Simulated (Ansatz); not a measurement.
YCl$_{3}$ (space group C2/m)

Space group C2/m (No. 12); a = 6.8537 Å, b = 11.8279 Å, c = 6.3324 Å, α = γ = 90.00°, β = 110.96°

| atom | site | symmetry | x | y | z |
|---|---|---|---|---|---|
| Y | 4g | 2 | 0.0000 | 0.1663 | 0.0000 |
| Cl | 8j | 1 | 0.2592 | 0.3220 | 0.2450 |
| Cl | 4i | m | 0.2200 | 0.0000 | 0.2526 |
(The calculation used a cell of 8 atoms; values per cell refer to that cell.)

This relaxed cell (volume V₀) is scaled evenly in all directions, its shape held. The atoms relax within the cell's symmetry.

All values below come from r2SCAN+rVV10 (plane waves to 500 eV, PAW, scalar-relativistic; Ansatz, a program for electronic structure). k mesh 6×6×6 (Γ-centred), Fermi-Dirac smearing 0.05 eV. The energy includes the smearing's −TS. YCl3 is run without spin polarisation. YCl3 was relaxed with its symmetry unable to fall. The zero of ΔE is the relaxed starting cell.

```tsv
V (Å³/cell)	ΔE (eV/atom)
201.33	(withheld)
209.00	0.0286
216.67	0.0148
224.34	0.0061
232.01	0.0014
239.68	0.0000
247.35	0.0013
255.02	0.0048
262.69	0.0103
270.35	(withheld)
278.02	0.0261
```

Question: Some entries are withheld; supply them.

Answer: 
- 201.33, ΔE (eV/atom): 0.0488
- 270.35, ΔE (eV/atom): 0.0174

(A scan under strain: stresses follow from slopes of the energy per volume, elastic moduli from its curvatures.)
